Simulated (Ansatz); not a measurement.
NaI:
```
NaI
1.0
    0.00000     3.26400     3.26400
    3.26400     0.00000     3.26400
    3.26400     3.26400     0.00000
Na I
1 1
Direct
  0.00000   0.00000   0.00000
  0.50000   0.50000   0.50000
```

Relaxed with PBE. Special points in fractions of this cell's reciprocal vectors: Γ (0.000, 0.000, 0.000); X (0.500, 0.000, 0.500); U (0.625, 0.250, 0.625); K (0.375, 0.375, 0.750); L (0.500, 0.500, 0.500); W (0.500, 0.250, 0.750).

List the band energies nearest the valence-band maximum at these points for plane-wave PAW PBE (Ansatz code).

In eV from the valence-band maximum; about four levels below and three above (degenerate sets whole), none deeper than 8.9 eV; points with the same levels are listed once.

```csv
k,below,above
Γ,0.00 0.00 0.00,3.58 7.96 7.96 7.96
X,-1.82 -0.71 -0.71,4.48 5.61 9.71
U,-1.56 -1.28 -0.57,5.20 6.67 8.61
L,-2.09 -0.27 -0.27,5.09 7.44 7.44
W,-1.34 -1.34 -0.89,5.77 7.46 7.46
```

Space group Fm-3m (rock salt). The PBE relaxation kept the symmetry of its start; phonons on a q-mesh show no instability. Scalar-relativistic: spin–orbit coupling is off unless named, which matters more the heavier the elements.

Potentials: the later of the program's two PAW sets.
